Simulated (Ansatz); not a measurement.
A geometry of ZnCu away from equilibrium: step 2 of the relaxation of a relaxed ZnCu cell, doubled along one cell vector, shaken by Gaussian noise of σ = 0.08 Å a coordinate. Computed with PBEsol (plane waves to 420 eV, PAW, scalar-relativistic; Ansatz, a first-principles code). Γ-centred k-mesh 12×4×8 on the run's cell (coarser than for final values), Fermi–Dirac smearing 0.05 eV.

```
ZnCu
1.0
    2.65004     0.00708    -0.00174
    0.02274     8.43697     0.03875
   -0.00291     0.02017     4.38122
Zn Cu
4 4
Direct
  0.04741   0.98589   0.06922
  0.02519   0.48869   0.09968
  0.49942   0.24473   0.92000
  0.48175   0.75094   0.90915
  0.00388   0.25308   0.40463
  0.02737   0.74994   0.44274
  0.48536   0.00005   0.56730
  0.47385   0.51034   0.56779
```

Question: Which atoms carry the largest force, and which way does it point?

Answer: 1.20 eV/Å, on Zn2 (atoms numbered as listed); on Zn2 its components are (-0.37, 0.77, -0.83).

Question: What is the pressure?

Answer: +3.2 GPa, compression positive.

Question: How much energy per atom can still be gained by relaxing?

Answer: 0.05 eV/atom; the path ends in Pmmn (No. 59).

No spin polarisation in the result.

The end of the path is a generated cell of ZnCu: the first start was made by placing the elements on the sites of a structure type, and the end was not matched to a known phase here, so it may be hypothetical. Known forms of ZnCu include space group No. 221.
